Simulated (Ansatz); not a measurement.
Two states of LuCrO4

```
Lu Cr O
1.0
    -3.53271    3.53271    3.11695
     3.53271   -3.53271    3.11695
     3.53271    3.53271   -3.11695
Lu Cr O
2 2 8
Direct
  0.00000 0.00000 0.00000
  0.75000 0.25000 0.50000
  0.50000 0.50000 0.00000
  0.25000 0.75000 0.50000
  0.51400 0.33200 0.18200
  0.08200 0.40000 0.31800
  0.15000 0.33200 0.81800
  0.08200 0.76400 0.68200
  0.23600 0.91800 0.31800
  0.66800 0.48600 0.81800
  0.60000 0.91800 0.68200
  0.66800 0.85000 0.18200
```

Single point in Ansatz 0.2.0 with LDA. Cutoff 420 eV, PAW datasets, 4×4×4 (shifted by 0.5, 0.5, 0.5 steps) k mesh, fermi-dirac filling (width 0.0382 eV).

State A: Cr3 down, Cr4 down (collinear spin). State B: Cr3 up, Cr4 down (collinear spin).

Task: Which state is lower, and how do they differ?

Result: State A is lower by 5.0 meV an atom at zero smearing; in free energy at this smearing B lies +4.0 meV an atom from A. So small a gap isn't resolved on this mesh where a state is a metal.

```json
{"state": "A", "free energy (meV/atom)": "0.0", "largest moment in a small sphere (μB)": "0.64", "net moment (μB/cell)": "1.87", "gap on mesh (eV)": "metal", "pressure (GPa)": "-5.4", "largest force (eV/Å)": "1.70"}
{"state": "B", "free energy (meV/atom)": "4.0", "largest moment in a small sphere (μB)": "0.56", "net moment (μB/cell)": "0.00", "gap on mesh (eV)": "metal", "pressure (GPa)": "-5.5", "largest force (eV/Å)": "1.69"}
```

Origin: a database entry at a rescaled volume. Caveats: semilocal functionals often miss the gap of such magnets; the k mesh is coarse if the cell is a metal; atoms or cell far from equilibrium.
